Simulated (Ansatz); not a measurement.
**Sn$_{3}$O$_{4}$ at several levels of theory**

One geometry, relaxed with PBE, and single points on it; plane waves with PAW potentials in Ansatz, scalar-relativistic unless the row names spin-orbit coupling. No spin polarisation. Meshes are on the primitive cell of 14 atoms. Gaps are the least over mesh and band path; pressure is positive in compression. Smearing is Gaussian, 0.10 eV.

```xyz
14
Lattice="7.1965 0.0000 0.0066 0.0000 5.8454 0.0000 -0.0069 0.0000 6.0986" Properties=species:S:1:pos:R:3 pbc="T T T"
Sn    5.7480    2.9227    1.5301
Sn    1.4450    2.9227    1.5259
Sn    1.4415    2.9227    4.5752
Sn    5.7446    2.9227    4.5794
Sn    3.5982    0.0000    0.0033
Sn    3.5948    0.0000    3.0526
O     5.1748    1.6014    6.1034
O     2.0113    1.6014    3.0512
O     2.0148    4.2439    0.0018
O     5.1783    4.2439    3.0541
O     2.0130    1.6003    0.0018
O     5.1801    1.6003    3.0541
O     5.1766    4.2451    6.1034
O     2.0095    4.2451    3.0512
```

```
level cutoff (eV) k mesh gap (eV) pressure (GPa) rough cost with bands (core-min)
  PBE          420   6×6×6         0             0.0                                12
```

Q: What do r2SCAN, LDA give on the same cell?

A:
```
 level cutoff (eV) k mesh gap (eV) pressure (GPa) rough cost with bands (core-min)
r2SCAN          500   6×6×6         0            -4.6                                21
   LDA          420   6×6×6         0            -6.5                                12
```